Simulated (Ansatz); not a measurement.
BaSi2:
```
CELL_PARAMETERS angstrom
      6.66045     0.00000     0.00000
      0.00000     6.66045     0.00000
      0.00000     0.00000     6.66045
ATOMIC_POSITIONS crystal
  Ba 0.62500 0.37500 0.87500
  Ba 0.37500 0.87500 0.62500
  Ba 0.87500 0.62500 0.37500
  Ba 0.12500 0.12500 0.12500
  Si 0.83137 0.83137 0.83137
  Si 0.91863 0.08137 0.58137
  Si 0.66863 0.16863 0.33137
  Si 0.58137 0.91863 0.08137
  Si 0.33137 0.66863 0.16863
  Si 0.41863 0.41863 0.41863
  Si 0.16863 0.33137 0.66863
  Si 0.08137 0.58137 0.91863
```

Relaxed with PBEsol. Special points in fractions of this cell's reciprocal vectors: Γ (0.000, 0.000, 0.000); X (0.000, 0.500, 0.000); M (0.500, 0.500, 0.000); R (0.500, 0.500, 0.500).

Question: List the band energies nearest the Fermi level at these points for DFT-PBEsol with spin–orbit coupling in the program Ansatz with PAW potentials.

Answer: In eV from the Fermi level; about four levels below and three above (degenerate sets whole), none deeper than 8.9 eV; points with the same levels are listed once.

```csv
k,below,above
Γ,-0.59 -0.59 -0.59 -0.59,0.43 0.43 0.49 0.49 0.49 0.49
X,-0.51 -0.51 -0.46 -0.46,0.50 0.50 0.51 0.51
M,-0.99 -0.99 -0.99 -0.99,0.32 0.32 0.32 0.32
R,-1.45 -1.45 -1.45 -1.45 -1.45 -1.45,0.70 0.70 0.70 0.70 0.70 0.70
```

Space group P4_332. The workflow started from a Materials Project entry (that database holds measured and hypothetical structures alike); the Crystallography Open Database copy checked does not list it. COD files the formula under space group No. 62, 191, so this cell is another polymorph or a model. Its standing as an ambient phase is unchecked. The cell was relaxed with PBEsol under the symmetry of its start; whether a distortion lowers the energy is not shown.

Potentials: the later of the program's two PAW sets.
